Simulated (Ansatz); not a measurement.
Mg₂SeS:
```xyz
4
Lattice="4.0556 0.0000 0.0000 0.0000 4.0556 0.0000 0.0000 0.0000 5.7222" Properties=species:S:1:pos:R:3 pbc="T T T"
Mg     2.0278     0.0000     4.2175
Mg     0.0000     2.0278     1.5047
Se     2.0278     2.0278     0.0000
S      0.0000     0.0000     2.8611
```

This is the LDA-relaxed structure. Tensor components refer to the Cartesian frame of this cell.

### Question
All from DFT-LDA in the program Ansatz with PAW potentials, unless another level is named. Predict the Poisson's ratio.

### Answer
0.36.

### Question
What about the zero-point energy?

### Answer
40.7 meV/atom.

### Question
Give the elastic constants (relaxed ions, GPa).

### Answer
C11 = 85.3, C12 = 33.1, C13 = 49.7, C33 = 67.3, C44 = 25.5, C66 = 9.6.

Space group P-4m2. The first step of the workflow began from a Materials Project structure, measured or hypothetical; the Crystallography Open Database copy checked does not list it. Whether it is the stable phase at ambient conditions was not checked. The LDA relaxation kept the symmetry of its start; phonons on a q-mesh show no instability.

Potentials: the later of the program's two PAW sets.
